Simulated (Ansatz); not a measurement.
A generator proposed this cell of YAl2N3.

```cif
data_structure
_symmetry_space_group_name_H-M 'I-4m2'
_symmetry_Int_Tables_number 119
_cell_length_a 3.4332
_cell_length_b 3.4332
_cell_length_c 14.5659
_cell_angle_alpha 90.000
_cell_angle_beta 90.000
_cell_angle_gamma 90.000
_cell_volume 171.69
loop_
_atom_site_label
_atom_site_type_symbol
_atom_site_symmetry_multiplicity
_atom_site_Wyckoff_symbol
_atom_site_fract_x
_atom_site_fract_y
_atom_site_fract_z
_atom_site_occupancy
Y1 Y 2 a 0.00000 0.00000 0.00000 1
Al1 Al 4 e 0.50000 0.50000 0.16667 1
N1 N 2 d 0.50000 0.00000 0.25000 1
N2 N 4 f 0.00000 0.50000 0.41667 1
```

All numbers below come from Ansatz, DFT PBE, scalar-relativistic, plane waves, PAW. Settings: cutoff 420 eV, Γ-centred mesh 8×8×8 on the computed 6-atom cell, Gaussian smearing of 0.10 eV; no spin polarisation.

Energies over the elements count from the elements' standard structures at the same level (N₂ as a molecule), with no fitted energy shifts.

**Question.** Estimate its pressure, forces and energy as it stands.

**Answer.** The pressure is -5.2 GPa (the mean over three directions, positive in compression), the largest force is 4.32 eV/Å, and the energy is −0.92 eV/atom against the elements. The shortest distance is 2.10 Å.

**Question.** How much does it gain on relaxing, and where does it end?

**Answer.** Relaxing gains about 0.28 eV/atom in 10 ionic steps and ends at −1.198 eV/atom on the finer mesh. The symmetry stays I-4m2 (No. 119). The volume per atom shrinks by 9.6 %, from 14.3 to 12.9 Å³. The shortest distance goes from 2.10 Å (Al–N and Y–N) to 1.94 Å (Al–N). Conventional cell: a = 3.325 Å, c = 14.040 Å. Around Y lie 4 N at 2.22 Å; Al has 4 N at 1.94–1.96 Å; around N on a site of symmetry -4m2 lie 4 Al at 1.94 Å; 1 more site not described.

The last run used a 12×12×12 mesh for its 6-atom cell and Gaussian smearing of 0.02 eV. The relaxation can't lower the symmetry of the start. Symmetry constrained the relaxation, so the result can be a saddle point.
